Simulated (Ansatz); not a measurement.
As (diamond): energy against volume

These are results of DFT, r2SCAN, plane waves (500 eV) with PAW, scalar-relativistic (Ansatz), not measurements. The PAW files were generated under PBE, with cores re-solved for the functional.

The cell is scaled uniformly from the relaxed one, with fractional coordinates and shape fixed. Energies are extrapolated to zero smearing, pressures are those at the given smearing. Magnetic state: spin not included.

A Birch-Murnaghan fit gives V₀ = 27.86 Å³/atom, B₀ = 50 GPa, B₀′ = 3.4.

(1) What are the energy above the minimum and the pressure at 24.574 Å³/atom?

(2) What are the energy above the minimum and the pressure at 29.042 Å³/atom?

(3) What are the energy above the minimum and the pressure at 30.159 Å³/atom?

Results:

(1) 72.3 meV/atom and 7.70 GPa as computed.

(2) 7.3 meV/atom and -1.97 GPa as computed.

(3) 26.1 meV/atom and -3.47 GPa as computed.
